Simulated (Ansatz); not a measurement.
A: YRu₂Si₂ (space group I4/mmm), a = b = 4.165 Å, c = 9.537 Å, α = β = γ = 90.00°
B: Mg3Sb2 (A-La2O3 type, space group P-3m1), a = b = 4.5669 Å, c = 7.2470 Å, α = β = 90.00°, γ = 120.00°
C: BiRh (NiAs type), a = b = 4.130 Å, c = 5.692 Å, α = β = 90.00°, γ = 120.00°
D: Os (hcp, Mg type), a = b = 2.7383 Å, c = 4.3159 Å, α = β = 90.00°, γ = 120.00°
E: AlN (wurtzite), a = b = 3.1067 Å, c = 4.9785 Å, α = β = 90.00°, γ = 120.00°

Scan: energy against volume (even scaling of the relaxed cell, symmetry kept). All come from one method, each on a k mesh of its own. All were relaxed with their symmetry unable to fall. BiRh is run without spin polarisation. Os is run without spin polarisation. Spin-orbit coupling is left out. YRu2Si2 is run without spin polarisation.

**Question.** Rank these by bulk modulus at fixed cell shape (fitted) (highest first), as r2SCAN (plane waves to 500 eV, PAW, scalar-relativistic; Ansatz, a quantum-chemistry and plane-wave program) gives it.

**Answer.** D (428 GPa), E (211 GPa), A (161 GPa), C (127 GPa), B (46.1 GPa)

(A scan under strain: stresses follow from slopes of the energy per volume, elastic moduli from its curvatures.)
